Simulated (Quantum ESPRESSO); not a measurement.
# BSi2FO5: input and log of a self-consistent run

A calculation, not a measurement. The program is pw.x of Quantum ESPRESSO 7.5 (plane-wave density functional theory). The cell is made up: 9 atoms on a quartz lattice, with randomly drawn elements, strain and displacements, not relaxed. PseudoDojo standard norm-conserving files (v0.5 for PBE, v0.4.1 for LDA and PBEsol) set the functional; there is no spin polarisation, spin-orbit coupling or dispersion term, and the masses in the input are unused placeholders.

Input:

```
&control calculation='scf', pseudo_dir='./dojo.nc.sr.pbe.v0_5.standard.upf', outdir='./o', disk_io='medium', tprnfor=.true., tstress=.true. /
&system ibrav=0, nat=9, ntyp=4, nbnd=30, ecutwfc=84.00895049, nosym=.true., tot_charge=0,
 occupations='smearing', smearing='fd', degauss=0.0018374661
/
&electrons conv_thr=7.350e-09, electron_maxstep=60, /
ATOMIC_SPECIES
B 1.0 B.upf
F 1.0 F.upf
O 1.0 O.upf
Si 1.0 Si.upf
CELL_PARAMETERS angstrom
5.1199 -0.0008 -0.0022
-2.5607 4.3942 0.0149
-0.0024 0.0175 5.6553
ATOMIC_POSITIONS angstrom
B 2.3566 0.0348 3.8407
Si -1.2053 2.1491 2.027
Si 1.2886 2.4489 0.0608
F 1.3859 1.1463 4.3322
O 3.4319 0.5863 2.6294
O 3.0044 2.7007 0.7427
O 0.2865 1.8295 1.3479
O -1.1179 3.3678 3.2024
O 0.8277 3.8374 4.9522
K_POINTS automatic
5 5 4 1 1 1
```

The log is shortened where brackets say so; the opening notice, blank lines, dates and the lines on written files are dropped, and the path of the files is cut. It prints rydbergs, bohrs and kilobars, and counts compression as positive stress. With no partly filled state, the Fermi energy that it prints is only some level between the filled and the empty states on the mesh, and need not lie in the true gap.

```
     Program PWSCF v.7.5
     Parallel version (MPI & OpenMP), running on       1 processor cores
     Number of MPI processes:                 1
     Threads/MPI process:                     1
     [start-up lines left out]
     bravais-lattice index     =            0
     lattice parameter (alat)  =       9.6752  a.u.
     unit-cell volume          =     858.5186 (a.u.)^3
     number of atoms/cell      =            9
     number of atomic types    =            4
     number of electrons       =        48.00
     number of Kohn-Sham states=           30
     kinetic-energy cutoff     =      84.0090  Ry
     charge density cutoff     =     336.0358  Ry
     scf convergence threshold =      7.3E-09
     mixing beta               =       0.7000
     number of iterations used =            8  plain     mixing
     Exchange-correlation= PBE
                           (   1   4   3   4   0   0   0)
     [axes and pseudopotential details left out]
   Cartesian axes
     site n.     atom                  positions (alat units)
         1        B      tau(   1) = (   0.4602824   0.0067970   0.7501513  )
         2        Si     tau(   2) = (  -0.2354147   0.4197542   0.3959061  )
         3        Si     tau(   3) = (   0.2516846   0.4783101   0.0118752  )
         4        F      tau(   4) = (   0.2706889   0.2238911   0.8461493  )
         5        O      tau(   5) = (   0.6703060   0.1145139   0.5135647  )
         6        O      tau(   6) = (   0.5868083   0.5274907   0.1450614  )
         7        O      tau(   7) = (   0.0559581   0.3573312   0.2632668  )
         8        O      tau(   8) = (  -0.2183441   0.6577862   0.6254809  )
         9        O      tau(   9) = (   0.1616633   0.7495067   0.9672454  )
     number of k points=    50  Fermi-Dirac smearing, width (Ry)=  0.0018
                       cart. coord. in units 2pi/alat
        k(    1) = (   0.1000757   0.1744516   0.1126686), wk =   0.0400000
        k(    2) = (   0.1001728   0.1737407   0.3390028), wk =   0.0400000
     [further k points left out]
     Dense  grid:    89219 G-vectors     FFT dimensions: (  60,  60,  64)
     Estimated max dynamical RAM per process >     113.52 MB
     Initial potential from superposition of free atoms
     starting charge      47.9985, renormalised to      48.0000
     Starting wfcs are   36 randomized atomic wfcs
     total cpu time spent up to now is       17.1 secs
     per-process dynamical memory:    70.1 Mb
     Self-consistent Calculation
     iteration #  1     ecut=    84.01 Ry     beta= 0.70
     Davidson diagonalization with overlap
     ethr =  1.00E-02,  avg # of iterations =  2.9
     total cpu time spent up to now is       54.6 secs
     total energy              =    -237.05598757 Ry
     estimated scf accuracy    <       2.07825681 Ry
     iteration #  2     ecut=    84.01 Ry     beta= 0.70
     Davidson diagonalization with overlap
     ethr =  4.33E-03,  avg # of iterations =  2.0
     total cpu time spent up to now is       89.5 secs
     total energy              =    -237.53324096 Ry
     estimated scf accuracy    <       2.30772108 Ry
     iteration #  3     ecut=    84.01 Ry     beta= 0.70
     Davidson diagonalization with overlap
     ethr =  4.33E-03,  avg # of iterations =  2.0
     total cpu time spent up to now is      114.3 secs
     total energy              =    -237.96088435 Ry
     estimated scf accuracy    <       0.05607197 Ry
     iteration #  4     ecut=    84.01 Ry     beta= 0.70
     Davidson diagonalization with overlap
     ethr =  1.17E-04,  avg # of iterations =  4.6
     total cpu time spent up to now is      149.2 secs
     total energy              =    -237.98067649 Ry
     estimated scf accuracy    <       0.00772298 Ry
     iteration #  5     ecut=    84.01 Ry     beta= 0.70
     Davidson diagonalization with overlap
     ethr =  1.61E-05,  avg # of iterations =  7.6
     total cpu time spent up to now is      177.8 secs
     total energy              =    -237.98128383 Ry
     estimated scf accuracy    <       0.00254764 Ry
     [iterations 6 to 8 left out]
     iteration #  9     ecut=    84.01 Ry     beta= 0.70
     Davidson diagonalization with overlap
     ethr =  1.26E-08,  avg # of iterations =  3.1
     total cpu time spent up to now is      303.5 secs
     total energy              =    -237.98147370 Ry
     estimated scf accuracy    <       0.00000087 Ry
     iteration # 10     ecut=    84.01 Ry     beta= 0.70
     Davidson diagonalization with overlap
     ethr =  1.82E-09,  avg # of iterations =  2.0
     total cpu time spent up to now is      330.4 secs
     total energy              =    -237.98147370 Ry
     estimated scf accuracy    <       0.00000031 Ry
     iteration # 11     ecut=    84.01 Ry     beta= 0.70
     Davidson diagonalization with overlap
     ethr =  6.51E-10,  avg # of iterations =  2.0
     total cpu time spent up to now is      363.9 secs
     total energy              =    -237.98147375 Ry
     estimated scf accuracy    <       0.00000002 Ry
     iteration # 12     ecut=    84.01 Ry     beta= 0.70
     Davidson diagonalization with overlap
     ethr =  3.20E-11,  avg # of iterations =  3.8
     total cpu time spent up to now is      405.6 secs
     total energy              =    -237.98147376 Ry
     estimated scf accuracy    <       0.00000001 Ry
     iteration # 13     ecut=    84.01 Ry     beta= 0.70
     Davidson diagonalization with overlap
     ethr =  2.97E-11,  avg # of iterations =  2.0
     total cpu time spent up to now is      430.2 secs
     End of self-consistent calculation
          k = 0.1001 0.1745 0.1127 ( 11159 PWs)   bands (ev):
   -23.6662 -17.1999 -16.4625 -15.8902 -15.6184 -14.5749  -8.2835  -6.3992
    -5.4674  -4.8397  -4.3403  -3.7831  -3.5226  -2.5394  -1.4953  -1.1865
    -0.8483  -0.6011  -0.0807   0.1865   0.3016   0.6653   0.9435   1.6051
     4.6626   7.8060   8.5732   8.8731   9.1091  10.1198
     [levels at the other k points left out]
     the Fermi energy is     2.9500 ev
!    total energy              =    -237.98147376 Ry
     estimated scf accuracy    <          1.2E-09 Ry
     smearing contrib. (-TS)   =       0.00000000 Ry
     internal energy E=F+TS    =    -237.98147376 Ry
     The total energy is F=E-TS. E is the sum of the following terms:
     one-electron contribution =    -121.67187927 Ry
     hartree contribution      =      84.35496643 Ry
     xc contribution           =     -61.19296149 Ry
     ewald contribution        =    -139.47159943 Ry
     convergence has been achieved in  13 iterations
     Forces acting on atoms (cartesian axes, Ry/au):
     atom    1 type  1   force =     0.09097978   -0.11818473   -0.13240850
     atom    2 type  4   force =    -0.02399693   -0.04244993    0.06077488
     atom    3 type  4   force =     0.04266939    0.04447003    0.11951163
     atom    4 type  2   force =     0.03198101    0.01123731    0.04936176
     atom    5 type  3   force =    -0.06892989    0.07715814    0.06823873
     atom    6 type  3   force =    -0.14914779   -0.03581997   -0.05869755
     atom    7 type  3   force =     0.07718510    0.03878273   -0.10112463
     atom    8 type  3   force =     0.06324081    0.03637736    0.02632179
     atom    9 type  3   force =    -0.06398148   -0.01157092   -0.03197810
     Total force =     0.372564     Total SCF correction =     0.000050
     Computing stress (Cartesian axis) and pressure
          total   stress  (Ry/bohr**3)                   (kbar)     P=     -231.06
  -0.00162644  -0.00032424  -0.00008791         -239.26      -47.70      -12.93
  -0.00032424  -0.00152187   0.00008963          -47.70     -223.88       13.19
  -0.00008791   0.00008963  -0.00156383          -12.93       13.19     -230.05
     init_run     :     15.69s CPU     16.99s WALL (       1 calls)
     electrons    :    395.68s CPU    413.09s WALL (       1 calls)
     forces       :      5.08s CPU      5.16s WALL (       1 calls)
     stress       :     17.82s CPU     17.92s WALL (       1 calls)
     [timing details left out]
     PWSCF        :   7m14.52s CPU   7m33.67s WALL
     JOB DONE.
```

In other units: free energy -3237.903 eV for the cell, pressure -23.11 GPa, largest force component 3.835 eV/Å. A rerun of this cell at a cutoff of 1437 eV and k mesh 7 x 7 x 6 moved values by no more than 0.002 eV in energy, 0.03 GPa in stress and 0.003 eV/Å in force.